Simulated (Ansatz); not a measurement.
CuCl:
```
CELL_PARAMETERS angstrom
      0.00000     2.60374     2.60374
      2.60374     0.00000     2.60374
      2.60374     2.60374     0.00000
ATOMIC_POSITIONS crystal
  Cu 0.00000 0.00000 0.00000
  Cl 0.75000 0.75000 0.75000
```

Tensor components refer to the Cartesian frame of this cell.

Problem. Give the high-frequency dielectric tensor and the Born effective charge tensors of the independent atoms from DFPT, LDA in the plane-wave PAW code Ansatz.

Solution. 
ε∞:
```
5.61  0.00  0.00
0.00  5.61  0.00
0.00  0.00  5.61
```
Z* of atom 1 (Cu), rows: field, columns: displacement, in e:
```
1.00  0.00  0.00
0.00  1.00  0.00
0.00  0.00  1.00
```
Z* of atom 2 (Cl), rows: field, columns: displacement, in e:
```
-1.00   0.00   0.00
 0.00  -1.00   0.00
 0.00   0.00  -1.00
```

Space group F-43m (zinc blende). The cell was relaxed with LDA under the symmetry of its start. The run is not spin-polarised.

Potentials: the earlier of the program's two PAW sets. The files were generated under PBE; for other functionals the program regenerates the frozen cores, and for LDA and PBEsol the local potential too.
